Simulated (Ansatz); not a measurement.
Ag:
```xyz
8
Lattice="5.1619 0.0000 0.0000 0.0000 5.1619 0.0000 0.0000 0.0000 5.1619" Properties=species:S:1:pos:R:3 pbc="T T T"
Ag     0.0000     0.0000     0.0000
Ag     2.5810     2.5810     2.5810
Ag     1.2905     0.0000     2.5810
Ag     3.8714     0.0000     2.5810
Ag     2.5810     1.2905     0.0000
Ag     2.5810     3.8714     0.0000
Ag     0.0000     2.5810     1.2905
Ag     0.0000     2.5810     3.8714
```

Relaxed with PBEsol (plane waves, PAW; program Ansatz). Indices refer to the conventional cell of Pm-3n, a = b = c = 5.162 Å, α = β = γ = 90.00°.

Task: Simulate the powder diffraction pattern (neutron, λ = 1.5401 Å; lines above 1 %) up to 2θ = 90°.

Result: Simulated powder pattern, neutron, λ = 1.5401 Å (kinematic, ideal powder, no thermal factors, coherent scattering alone; the 30 strongest lines at most, above 1 %, up to 2θ = 90°):

```tsv
2θ (°)	d (Å)	I/Imax (%)	hkl
34.72	2.581	31	(200)
38.97	2.308	100	(210)
42.87	2.107	84	(211)
62.23	1.490	15	(222)
65.08	1.432	43	(320)
67.86	1.380	81	(321)
73.27	1.290	37	(400)
83.70	1.154	32	(420)
86.26	1.126	62	(421)
88.81	1.101	30	(332)
```

The start of the workflow was typed in or built on a structure type; neither database checked (COD, Materials Project) lists it. It is not the phase usual at ambient conditions (space group No. 225). The PBEsol relaxation kept the symmetry of its start. At this level the phase is mechanically unstable. No spin polarisation was allowed.

Potentials: the later of the program's two PAW sets.
